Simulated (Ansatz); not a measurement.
Bi$_{2}$Se$_{3}$ (Bi2Te3 type, space group R-3m)

```
Bi2Se3
1.0
    2.04075     1.17823     9.22135
   -2.04075     1.17823     9.22135
    0.00000    -2.35646     9.22135
Bi Se
2 3
Direct
  0.40186   0.40186   0.40186
  0.59814   0.59814   0.59814
  0.00000   0.00000   0.00000
  0.20781   0.20781   0.20781
  0.79219   0.79219   0.79219
```

In each cell atom 1 (Bi, nearest neighbour Se at 2.835 Å; its periodic images, 4.1 Å or more away, move with it) moves by s·(0.707, 0.707, 0.000) (along Cartesian [110]), the rest being held.

These are PBEsol-D3(BJ) (plane waves to 420 eV, PAW, scalar-relativistic; Ansatz, a first-principles code) values and carry that method's errors. k mesh 8×8×8 (Γ-centred), Fermi-Dirac smearing 0.05 eV. E stands for the smeared free energy. With partly filled bands, energies and forces of such displacements shift with the k mesh and the smearing. At this level the bands of Bi2Se3 touch or barely overlap; measurements give the solid a gap. Bi2Se3 was relaxed with its symmetry unable to fall. Spin-orbit coupling is left out, though Bi is heavy. The PAW data are Ansatz's earlier set. The zero of ΔE is the undisplaced structure. The last digit holds for this mesh only.

```
s (Å)   ΔE (meV/cell)
------  -------------
-0.280          147.1
-0.224           91.5
-0.168           50.1
-0.112           21.8
-0.056            5.3
0.000             0.0
0.056             5.2
0.112            20.6
0.168        withheld
0.224            82.2
0.280           129.0
```

Task: Fit a polynomial form (powers 2, 3, 4) to the given rows and predict ΔE at s = 0.168.

Result: Least squares on the 10 given rows: ΔE = (1677)·s² + (-412.5)·s³ + (1076)·s⁴, in meV/cell with s in Å; root-mean-square residual 0.03 meV/cell. At 0.168 the fit gives 46.2 meV/cell; the calculation gives 46.2 meV/cell, the same to the digits shown. The quadratic term alone would give 47.3 meV/cell.

(For displaced atoms, the force is minus the slope of the energy, and its curvature is a force constant, which sets phonon frequencies.)
